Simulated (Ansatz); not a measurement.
A crystal relaxed with r2SCAN in Ansatz has space group Pm (No. 6) and a = 7.017 Å, b = 2.796 Å, c = 7.297 Å, β = 112.4°.

```json
{"atom": "Xx", "site": "1b", "x": "0.8057", "y": "0.5000", "z": "0.6022"}
{"atom": "Xx", "site": "1a", "x": "0.2463", "y": "0.0000", "z": "0.7620"}
{"atom": "C", "site": "1a", "x": "0.7205", "y": "0.0000", "z": "0.9111"}
{"atom": "Xx", "site": "1b", "x": "0.3600", "y": "0.5000", "z": "0.1785"}
{"atom": "C", "site": "1b", "x": "0.7925", "y": "0.5000", "z": "0.2317"}
{"atom": "C", "site": "1a", "x": "0.1534", "y": "0.0000", "z": "0.3747"}
{"atom": "N", "site": "1b", "x": "0.6506", "y": "0.5000", "z": "0.3289"}
{"atom": "N", "site": "1a", "x": "0.3080", "y": "0.0000", "z": "0.5462"}
{"atom": "N", "site": "1b", "x": "0.7000", "y": "0.5000", "z": "0.8093"}
{"atom": "N", "site": "1a", "x": "0.9651", "y": "0.0000", "z": "0.6885"}
{"atom": "N", "site": "1a", "x": "0.7446", "y": "0.0000", "z": "0.0941"}
{"atom": "N", "site": "1b", "x": "0.3464", "y": "0.5000", "z": "0.9255"}
{"atom": "N", "site": "1a", "x": "0.2080", "y": "0.0000", "z": "0.2032"}
{"atom": "N", "site": "1b", "x": "0.9989", "y": "0.5000", "z": "0.3442"}
```

r2SCAN gives an indirect gap of 0.06 eV, from A to B; the least direct gap is 0.10 eV at A. (This is within a few times the smearing of 0.02 eV, so the filling near the edges can be smeared.) The lowest empty level at A lies only 40 meV higher, so the place of the conduction bottom isn't settled. With HSE06 the valence top lies at A and the conduction bottom at B, 0.91 eV higher; the smallest vertical gap, at A, is 0.96 eV. Meshes: r2SCAN 4×10×4, HSE06 2×6×2.

Q: Which element is Xx?
A. Si
B. Pb
C. Sn
D. Ge

A: D. Xx is Ge: a 14-atom cell of Ge3C3N8 built on β-Si3N4 (relaxed group Pm). Ge is surrounded by 4 N at 1.75–1.92 Å; Ge is surrounded by 4 N at 1.79–1.84 Å; C is surrounded by 3 N at 1.28–1.56 Å; Ge is surrounded by 4 N at 1.81–1.91 Å; C is surrounded by 4 N at 1.37–1.68 Å; C is surrounded by 4 N at 1.31–1.73 Å; N is surrounded by 1 C at 1.43 Å and 2 Ge at 1.87–1.91 Å; N is surrounded by 1 C at 1.31 Å and 1 Ge at 1.79 Å (further sites aren't listed).

Note: simulated data, non-magnetic, for a generated structure that need not be the stable one.

The runs are scalar-relativistic, without spin-orbit coupling.

Gaps or overlaps of about a tenth of an eV are at the limit of these meshes: between the points read a gap can be smaller or closed.

The meshes of the hybrids are coarse, so their gaps aren't converged to the digits shown.
